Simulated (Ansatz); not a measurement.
Fe (bcc (W type), Im-3m) under volume change, PBE in the plane-wave PAW code Ansatz, scaled uniformly.

| V (Å³/atom) | E − E(relaxed) (meV/atom) | P (GPa) |
|---|---|---|
| 10.328 | 65.7 | 23.20 |
| 10.669 | 26.6 | 13.77 |
| 11.009 | 6.0 | 5.94 |
| 11.350 | 0.0 | 0.00 |
| 11.690 | 5.5 | -5.14 |
| 12.031 | … | … |
| 12.371 | … | … |

Question: Some entries are withheld; supply them.

Answer: 
- 12.371, E − E(relaxed) (meV/atom): 46.2
- 12.371, P (GPa): -13.27
- 12.031, E − E(relaxed) (meV/atom): 21.5
- 12.031, P (GPa): -9.76

Question: What does a third-order Birch–Murnaghan fit give for V₀, B₀ and B′?

Answer: V₀ = 11.34 Å³/atom, B₀ = 192 GPa, B′ = 5.4.

Symmetry was held in the PBE relaxation. The final state is ferromagnetic, chosen from 3 collinear starts compared on coarse meshes (ties went to the first, and starts can fall back to one state), not a proven ground state. Textbook magnetic order: ferromagnetic.

Potentials: the earlier of the program's two PAW sets.
